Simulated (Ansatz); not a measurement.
InP in space group P-6m2 (No. 187; In on 1a, P on 1f), the program Ansatz at the r²SCAN level (PAW), all energies at zero smearing, with the estimated change up to a 700 eV cutoff added, with one set of potentials and settings (totals compare only within such a set). Cell of 2 atoms (1 In, 1 P): -6370.771 eV.

```csv
element,reference phase,E (eV/atom)
In,"I4/mmm, 1 atoms in the cell",-5611.8204
P,"Cmce, 4 atoms in the cell",-759.1646
```

Formation energy per atom, worked out: (-6370.771 − 1×(-5611.8204) − 1×(-759.1646))/2 = 0.107 eV/atom (10 kJ per mol of atoms), at 0 K, without zero-point energy or fitted corrections.

A made-up cell: these elements were put on the sites of a structure type; neither database checked (COD, Materials Project) lists it. It is not the phase usual at ambient conditions (space group No. 216). Symmetry was held in the r²SCAN relaxation; whether a distortion lowers the energy is not shown. The references are the lowest solids computed at this level, not always the standard phases.

Potentials: the later of the program's two PAW sets.
